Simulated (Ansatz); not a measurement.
Here is the system:

HfO2 (baddeleyite type, space group P2_1/c)

```yaml
crystal:
  lattice:
    - [5.11418, 0.00000, 0.00000]
    - [0.00000, 5.18192, 0.00000]
    - [-0.87081, 0.00000, 5.22378]
  atoms:
    - { symbol: Hf, position: [0.27620, 0.04186, 0.20826] }
    - { symbol: Hf, position: [0.72380, 0.54186, 0.29174] }
    - { symbol: Hf, position: [0.72380, 0.95814, 0.79174] }
    - { symbol: Hf, position: [0.27620, 0.45814, 0.70826] }
    - { symbol: O, position: [0.07004, 0.33376, 0.34403] }
    - { symbol: O, position: [0.92996, 0.83376, 0.15597] }
    - { symbol: O, position: [0.92996, 0.66624, 0.65597] }
    - { symbol: O, position: [0.07004, 0.16624, 0.84403] }
    - { symbol: O, position: [0.44797, 0.75767, 0.47848] }
    - { symbol: O, position: [0.55203, 0.25767, 0.02152] }
    - { symbol: O, position: [0.55203, 0.24233, 0.52152] }
    - { symbol: O, position: [0.44797, 0.74233, 0.97848] }
```

E(V) scan at fixed shape, V₀ the volume above. The atoms relax within the cell's symmetry.

Method: r2SCAN (plane waves to 500 eV, PAW, scalar-relativistic; Ansatz, a first-principles code). k mesh 5×5×5 (Γ-centred), Fermi-Dirac smearing 0.05 eV. Energies are smeared free energies. Stress and pressure are positive under compression. The points do not follow one Birch-Murnaghan curve well, so no fit is quoted. HfO2 is run without spin polarisation. HfO2 was relaxed with its symmetry unable to fall. Spin-orbit coupling is left out, though Hf is heavy. The PAW data are Ansatz's earlier set. The zero of ΔE is the relaxed starting cell.

The scan covers V/V₀ from 0.840 to 1.160 in 11 points.

What is ΔE at V/V₀ = 1.160?

131.4 meV/atom.

What pressure does the cell carry at V/V₀ = 0.840?

45.5 GPa.

What is ΔE at V/V₀ = 0.840?

234.2 meV/atom.

(Under strain, the slope of the energy per volume gives the stress and its curvature an elastic modulus.)
